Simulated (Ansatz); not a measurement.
InBi: do energies and stresses tell the same story?

Computed with Ansatz 0.2.0, DFT PBEsol, scalar-relativistic, plane waves, PAW.

Settings: cutoff 420 eV, Γ-centred mesh 8×8×10 on the computed 4-atom cell, Gaussian smearing of 0.10 eV; no spin polarisation.

Relaxed cell: P4/nmm, a = 4.884 Å, b = 4.884 Å, c = 4.901 Å, α = 90.00°, β = 90.00°, γ = 90.00°, 4 atoms in the primitive cell. Whether it is the stable form of this composition wasn't checked.

Energies at zero smearing and pressures from the stress tensor, at volumes with shape and atoms relaxed:
```json
{"V (Å³/atom)": "25.716", "E − E(first) (meV/atom)": "0.00", "P (GPa)": "7.30"}
{"V (Å³/atom)": "26.592", "E − E(first) (meV/atom)": "-33.51", "P (GPa)": "4.99"}
{"V (Å³/atom)": "27.469", "E − E(first) (meV/atom)": "-55.25", "P (GPa)": "3.00"}
{"V (Å³/atom)": "28.346", "E − E(first) (meV/atom)": "-67.21", "P (GPa)": "1.40"}
{"V (Å³/atom)": "29.222", "E − E(first) (meV/atom)": "-70.95", "P (GPa)": "0.01"}
{"V (Å³/atom)": "30.099", "E − E(first) (meV/atom)": "-67.90", "P (GPa)": "-1.08"}
{"V (Å³/atom)": "30.976", "E − E(first) (meV/atom)": "-59.77", "P (GPa)": "-1.91"}
{"V (Å³/atom)": "32.145", "E − E(first) (meV/atom)": "-42.66", "P (GPa)": "-2.74"}
```

Check P = −dE/dV between neighbouring volumes, and get the bulk modulus from the pressures alone.

With 1 eV/Å³ = 160.2 GPa:
```json
{"middle V (Å³/atom)": "26.154", "−ΔE/ΔV (GPa)": "6.124", "mean P (GPa)": "6.143"}
{"middle V (Å³/atom)": "27.031", "−ΔE/ΔV (GPa)": "3.973", "mean P (GPa)": "3.995"}
{"middle V (Å³/atom)": "27.907", "−ΔE/ΔV (GPa)": "2.185", "mean P (GPa)": "2.201"}
{"middle V (Å³/atom)": "28.784", "−ΔE/ΔV (GPa)": "0.684", "mean P (GPa)": "0.704"}
{"middle V (Å³/atom)": "29.661", "−ΔE/ΔV (GPa)": "-0.556", "mean P (GPa)": "-0.537"}
{"middle V (Å³/atom)": "30.537", "−ΔE/ΔV (GPa)": "-1.487", "mean P (GPa)": "-1.496"}
{"middle V (Å³/atom)": "31.560", "−ΔE/ΔV (GPa)": "-2.345", "mean P (GPa)": "-2.326"}
```

The two differ by 0.02 GPa at most. The mean of two end pressures misses the average over a step by about ΔV² P″/12, up to 0.03 GPa here; with that taken off 0.03 GPa remains, from the smearing term (the stress is the derivative of the free energy), the finite cutoff, the mesh or the relaxation's tolerance. Around V = 29.222 Å³/atom, the two neighbours give B = −V ΔP/ΔV = 29.222 × 2.48 / 1.753 = 41.4 GPa, against B0 = 39.4 GPa from the Birch–Murnaghan fit of the energies.

Spin–orbit coupling is left out, which can shift energies with elements as heavy as these.

Cost: 9 runs of about 33 core-minutes in all, on Intel Xeon Processor @ 2.50GHz (Skylake/Cascade Lake) (shared hosts).